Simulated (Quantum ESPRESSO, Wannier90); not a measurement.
Wannierisation of TiO$_{2}$ (rutile)

```xyz
6
Lattice="4.5998 0.0000 0.0000 0.0000 4.5998 0.0000 0.0000 0.0000 2.9592" Properties=species:S:1:pos:R:3 pbc="T T T"
Ti     2.2999     2.2999     0.0000
Ti     0.0000     0.0000     1.4796
O     -1.3998    -1.3998     1.4796
O      1.3998     1.3998     1.4796
O     -0.9001     0.9001     0.0000
O      0.9001    -0.9001     0.0000
```

Materials Project entry mp-2657; symmetrised, unrelaxed at this level. COD (Crystallography Open Database) has the formula in 6 space groups, this one among them (matched by group alone). Method: PBE plane waves in Quantum ESPRESSO 7.5 (PseudoDojo norm-conserving files, 68 Ry, no spin polarisation, no spin-orbit coupling), Bloch states on a 4×4×6 mesh through Γ, Wannier90 4.0.1. Density: 8×8×10 mesh, cold smearing 0.01 Ry.

Functional, cutoff and mesh named above are those of the base row (4×4×6); the first column says what each row takes instead. Model: 22 functions from bands 13-50, start hydrogen-like Ti: d; O: p, frozen window tied to the conduction edge or Fermi level of each row, as listed, which moves Ω_I and hoppings a little by itself. Energies are relative to the valence-band maximum; the misfit is to pw.x on a path, for states up to 2.9 eV relative to the valence-band maximum. Only the mesh of Bloch states changes. The disentangled Ω_I can sit in another minimum from row to row.

```
mesh   frozen to (eV)  Ω_I (Å²)  rms misfit (meV)  k-points (cost)  rough cost of nscf and overlaps (first row = 1)
-----  --------------  --------  ----------------  ---------------  -----------------------------------------------
2×2×2            3.39     13.21                22                8                                              1.0
2×2×3            3.39     13.66                15               12                                              1.2
3×3×4            3.39     14.28               2.6               36                                                3
3×3×5            3.39     14.39               2.7               45                                                4
4×4×6            3.39     14.58               0.5               96                                                9
5×5×7            3.39     14.69               0.4              175                                               14
```
